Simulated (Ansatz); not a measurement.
Au:
```xyz
1
Lattice="0.0000 2.0620 2.0620 2.0620 0.0000 2.0620 2.0620 2.0620 0.0000" Properties=species:S:1:pos:R:3 pbc="T T T"
Au     0.0000     0.0000     0.0000
```

Relaxed with r²SCAN. Special points in fractions of this cell's reciprocal vectors: Γ (0.000, 0.000, 0.000); X (0.500, 0.000, 0.500); U (0.625, 0.250, 0.625); K (0.375, 0.375, 0.750); L (0.500, 0.500, 0.500); W (0.500, 0.250, 0.750).

**Question.** List the band energies nearest the Fermi level at these points for plane-wave PAW r²SCAN (Ansatz code).

**Answer.** In eV from the Fermi level; about four levels below and three above (degenerate sets whole), none deeper than 8.9 eV; … stands for higher levels left out; points with the same levels are listed once.

| k | below | above |
|---|---|---|
| Γ | -4.95 -4.95 -4.95 -3.49 -3.49 | … |
| X | -6.96 -2.36 -1.98 -1.98 | 1.13 … |
| U | -6.02 -4.05 -3.20 -2.41 | 3.83 … |
| L | -4.99 -4.99 -2.30 -2.30 -0.80 | … |
| W | -5.37 -5.37 -3.61 -1.98 | 4.66 … |

Space group Fm-3m (fcc (Cu type)). Symmetry was held in the r²SCAN relaxation. Scalar-relativistic: spin–orbit coupling is off unless named, which matters more the heavier the elements.

Potentials: the later of the program's two PAW sets.
